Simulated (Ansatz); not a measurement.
AlGaN$_{2}$:
```xyz
4
Lattice="3.1193 0.0000 0.0000 -1.5596 2.7014 0.0000 0.0000 0.0000 5.0531" Properties=species:S:1:pos:R:3 pbc="T T T"
Al     0.0000     0.0000     5.0505
Ga     1.5596     0.9005     2.5123
N      1.5596     0.9005     0.5704
N      0.0000     0.0000     3.1676
```

Relaxed with LDA. Special points in fractions of this cell's reciprocal vectors: Γ (0.000, 0.000, 0.000); M (0.500, 0.000, 0.000); K (0.333, 0.333, 0.000); A (0.000, 0.000, 0.500); L (0.500, 0.000, 0.500); H (0.333, 0.333, 0.500).

List the band energies nearest the valence-band maximum at these points for LDA in the plane-wave PAW code Ansatz.

In eV from the valence-band maximum; about four levels below and three above (degenerate sets whole), none deeper than 8.9 eV; points with the same levels are listed once.

```json
[
 {"k": "Γ", "below": "-1.14 -1.14 -0.11 0.00 0.00", "above": "3.09 5.64 9.76"},
 {"k": "M", "below": "-3.98 -2.54 -2.17 -0.89", "above": "5.16 5.85 6.89"},
 {"k": "K", "below": "-4.11 -3.01 -2.73 -2.71", "above": "4.86 8.30 8.42"},
 {"k": "A", "below": "-0.93 -0.93 -0.22 -0.22", "above": "5.04 5.81 9.03"},
 {"k": "L", "below": "-2.00 -1.91 -1.68 -1.47", "above": "4.52 5.08 7.82"},
 {"k": "H", "below": "-4.37 -4.07 -1.32 -1.15", "above": "6.66 6.88 7.30"}
]
```

Space group P3m1. The workflow started from a Materials Project entry (that database holds measured and hypothetical structures alike); the Crystallography Open Database copy checked does not list it. With Al and Ga taken as one species the cell has the higher symmetry P6_3mc, so it may be an ordered model of a mixed-site phase. Whether it is the stable phase at ambient conditions was not checked. Symmetry was held in the LDA relaxation; phonons on a q-mesh show no instability. Spin–orbit coupling is left out wherever it is not named.

Potentials: the later of the program's two PAW sets.
